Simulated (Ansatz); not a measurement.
Rh (fcc, Cu type)

```
Rh
1.0
    0.00000     1.91513     1.91513
    1.91513     0.00000     1.91513
    1.91513     1.91513     0.00000
Rh
1
Cartesian
  0.00000   0.00000   0.00000
```

The slice is a {110} plane (indices of the conventional cell) through the point (0.000, 0.000, 0.000) (fractional), spanned by u = [100] and v = [1 -1 -1] in vectors of this cell: u (2.71 Å) and v (3.83 Å, at 90° to u). It covers one period; positions are fractions (u, v).

These are PBE (plane waves to 420 eV, PAW, scalar-relativistic; Ansatz, a first-principles code) values and carry that method's errors. k mesh 21×21×21. These are valence fields of a PAW run, semicore shells included where kept as valence: close to a nucleus they are smooth pseudo fields. Rh is run without spin polarisation. Rh was relaxed with its symmetry unable to fall. The PAW data are Ansatz's earlier set.

Three fields on this plane, each scaled to ten steps between its own extremes (0 low, 9 high; the total valence density on a logarithmic scale, the potential cut 8 eV below its top; x marks points blanked near nuclei; v = 0 in the bottom row):

Map A
```
|xxxxxx484xxxxx|
|xxxxx44844xxxx|
|xxxxx25852xxxx|
|xxxx2379732xxx|
|xx73369996337x|
|22246899986422|
|11357888887531|
|11246788876421|
|00135788875310|
|00135688865310|
|00135788875310|
|11246788876421|
|11357888887531|
|22246899986422|
|xx73369996337x|
|xxxx2379732xxx|
|xxxxx25852xxxx|
|xxxxx44844xxxx|
|xxxxxx484xxxxx|
|xxxxxx585xxxxx|
```

Map B
```
|xxxxxx767xxxxx|
|xxxxx96569xxxx|
|xxxxx75457xxxx|
|xxxx8544458xxx|
|xx98654445689x|
|76555444445556|
|33344444444433|
|11233455543321|
|11224566654221|
|01124566654211|
|11224566654221|
|11233455543321|
|33344444444433|
|76555444445556|
|xx98654445689x|
|xxxx8544458xxx|
|xxxxx75457xxxx|
|xxxxx96569xxxx|
|xxxxxx767xxxxx|
|xxxxxx767xxxxx|
```

Map C
```
|xxxxxx242xxxxx|
|xxxxx03530xxxx|
|xxxxx15651xxxx|
|xxxx0467640xxx|
|xx01467776410x|
|23456777776543|
|77777666667777|
|98887655567888|
|99987554557899|
|99986544456899|
|99987554557899|
|98887655567888|
|77777666667777|
|23456777776543|
|xx01467776410x|
|xxxx0467640xxx|
|xxxxx15651xxxx|
|xxxxx03530xxxx|
|xxxxxx242xxxxx|
|xxxxxx242xxxxx|
```

Task: Assign the maps to these fields: electron localisation function (ELF); valence electron density; electrostatic potential energy of an electron, from the cell's mean.

Result: A is the electron localisation function (ELF); B is the valence electron density; C is the electrostatic potential energy of an electron, from the cell's mean.
